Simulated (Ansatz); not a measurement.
The relaxed structure here is a generated cell of TaSi2: the first start was made by a random draw of sites in a space group, and the end was not matched to a known phase here, so it may be hypothetical. Known forms of TaSi2 include space group No. 181.

One stationary structure of TaSi₂. All values below come from PBE (plane waves to 420 eV, PAW, scalar-relativistic; Ansatz, a first-principles code).

```
CELL_PARAMETERS angstrom
      2.90026     0.00000     0.00000
      0.00000     2.90026     0.00000
      0.00000     0.00000     5.89809
ATOMIC_POSITIONS crystal
  Si 0.50000 0.50000 0.30259
  Si 0.50000 0.50000 0.69741
  Ta 0.00000 0.00000 0.00000
```

Find the space group and the Wyckoff positions (tolerance 0.01 Å).

Space group P4/mmm (No. 123); a = b = 2.9003 Å, c = 5.8981 Å, α = β = γ = 90.00°

| atom | site | symmetry | x | y | z |
|---|---|---|---|---|---|
| Si | 2h | 4mm | 0.5000 | 0.5000 | 0.3026 |
| Ta | 1a | 4/mmm | 0.0000 | 0.0000 | 0.0000 |

Give the shortest distances between elements (the closest pairs, up to four, under 3.6 Å).

Si–Si 2.33 Å; Si–Ta 2.72 Å; Ta–Ta 2.90 Å.

```yaml
volume_per_atom: 16.54 Å³
density: 7.94 g/cm³
band_gap: zero (metallic)
```

No spin polarisation in the result. The relaxed primitive cell holds an odd number of electrons. A magnetic state may lie lower.

The run could not lose the symmetry of its start: the end is stationary, and may be a saddle point rather than a minimum.
